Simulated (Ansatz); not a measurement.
**Compressing MnS: a fit and a missing row**

MnS, F-43m, a = 5.647 Å. This isn't the usual stable structure of the compound. Ansatz: r2SCAN, PAW, 500 eV, Γ-centred 12×12×12 mesh on 2 atoms, Gaussian smearing 0.02 eV; collinear spin, largest moment 4.3 μB. Symmetry fixes shape and atoms, so the cell is only scaled; pressure is positive in compression.

```tsv
V (Å³/atom)	P (GPa)
19.805	?
20.480	7.61
21.156	4.67
21.831	2.17
22.506	0.02
23.181	-1.81
23.856	-3.37
24.757	-5.12
```

Q: Take V0 = 22.506 Å³/atom, count pressures from its P0 = 0.02 GPa, fit the third-order Birch–Murnaghan form to the other rows, and predict the missing pressure.

A: With the Eulerian strain f = ½[(V0/V)^(2/3) − 1] and y = (P − P0)/[3f(1 + 2f)^(5/2)], the form is the line y = B0 + 1.5 B0 (B0′ − 4) f. Rows (f, y): 0.03245, 66.6; 0.02105, 66.4; 0.01025, 66.5; -0.00975, 65.7; -0.01905, 65.4; -0.03079, 65.2. Means f = 0.0006933, y = 65.967; Σ(Δf)² = 0.003004, ΣΔfΔy = 0.07214; the slope is their ratio. y = 65.95 + 24.01 f GPa, so B0 = 66.0 GPa and B0′ = 4 + 2 × (24.01)/(3 × 65.95) = 4.24. At V = 19.805, f = 0.04448, y = 67.02 and P = 11.09 GPa. The run gave 10.74 GPa, so the fit is 0.35 GPa too high, 2.2 % of the span of the series, against an rms of 0.007 GPa on the fitted rows. The row lies outside the fitted range. A fourth-order term fitted to the same rows gives P = 11.04 GPa at this row's volume (the line 11.09, the run 10.74), no gain. The records add, with no proof that it causes the miss: the gap is closed there and open in the run one row down.

The state reached may not be the lowest one. The cell holds one magnetic atom, so it can only be ferromagnetic; an antiferromagnetic order may lie lower. Where the gap has closed, the smearing of 0.02 eV or less is narrow for a metal on this mesh.